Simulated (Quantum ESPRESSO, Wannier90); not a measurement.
Tight-binding from DFT: CsBr (CsCl type)

```xyz
2
Lattice="4.3256 0.0000 0.0000 0.0000 4.3256 0.0000 0.0000 0.0000 4.3256" Properties=species:S:1:pos:R:3 pbc="T T T"
Cs     0.0000     0.0000     0.0000
Br     2.1628     2.1628     2.1628
```

Materials Project entry mp-22906; symmetrised, unrelaxed at this level. COD (Crystallography Open Database) has an entry of this formula and space group (matched by these alone). Method: PBEsol plane waves in Quantum ESPRESSO 7.5 (PseudoDojo norm-conserving files, 40 Ry, no spin polarisation, no spin-orbit coupling), Bloch states on a 6×6×6 mesh through Γ, Wannier90 4.0.1. Density: 8×8×8 mesh, cold smearing 0.01 Ry. Spin-orbit coupling is left out although heavy elements are present.

Functional, cutoff and mesh named above are those of the base row (6×6×6); the first column says what each row takes instead. Model: 4 functions from bands 2,6-8, start SCDM (isolated) (the valence bands). Energies are relative to the valence-band maximum; the misfit is to pw.x on a path, for all bands of the set. Only the mesh of Bloch states changes. Ω_total can sit in another minimum from row to row; Ω_I of an isolated set cannot. A star marks runs that hit the step limit.

| mesh | Ω_I (Å²) | Ω_total (Å²) | rms misfit (meV) | k-points (cost) | rough cost of nscf and overlaps (first row = 1) |
|---|---|---|---|---|---|
| 2×2×2 | 4.45 | 5.28 | 50 | 8 | 1.0 |
| 3×3×3 | 5.27 | 6.14 | 26 | 27 | 1.6 |
| 4×4×4 | 5.60 | 6.48 | 4.8 | 64 | 3 |
| 5×5×5 | 5.76 | 6.64* | 3.0 | 125 | 5 |
| 6×6×6 | ? | 6.73* | 0.9 | 216 | 8 |
| 7×7×7 | 5.91 | 6.79 | 0.4 | 343 | 19 |

**Question.** Fill in the missing entries.

**Answer.** 
- 6×6×6, Ω_I (Å²): 5.85
